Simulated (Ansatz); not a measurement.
According to LDA (plane waves, PAW; program Ansatz), Sm in the 9R (Sm type) structure (R-3m) relaxes to a = 3.559 Å, c = 25.725 Å. Sm on 3a has 12 nearest neighbours from 3.53 Å (cuboctahedral); Sm on 6c has 12 nearest neighbours from 3.51 Å (anticuboctahedral).

Electronic character: metallic (no gap). The magnetic state found is ferromagnetic. The net moment is 6.33 μB per atom.

The cell was relaxed with LDA under the symmetry of its start. The final state is ferromagnetic, the only order run, not a proven ground state. The 4f shell is in the valence, and the state reached may lie above the lowest one. No Hubbard U is applied. Axis ratios of metals converge slowly with the k-mesh, so a and c are less sure than the volume. Spin–orbit coupling is left out wherever it is not named.

Potentials: the later of the program's two PAW sets.
